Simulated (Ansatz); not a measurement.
# ZnAg under pressure

Level of theory: Ansatz, DFT LDA, scalar-relativistic, plane waves, PAW. Plane waves to 420 eV; Γ-centred k mesh 14×14×14; Fermi-Dirac smearing of 0.15 eV. No spin polarisation. Phonons by linear response, acoustic sum rule imposed.

Equilibrium structure at this level:
```yaml
crystal:
  lattice:
    - [3.07700, 0.00000, 0.00000]
    - [0.00000, 3.07700, 0.00000]
    - [0.00000, 0.00000, 3.07700]
  atoms:
    - { symbol: Zn, position: [0.50000, 0.50000, 0.50000] }
    - { symbol: Ag, position: [0.00000, 0.00000, 0.00000] }
```

In a metal, frequencies and elastic constants depend on the k mesh and the smearing, soft modes and shear constants most.

Optical modes at Γ (cm⁻¹) at zero pressure: 169.

Task: Under hydrostatic pressure the same modes lie at 175 cm⁻¹. What is the pressure, and how much has the cell shrunk?

Result: 2 GPa; the volume is 1.4 % smaller.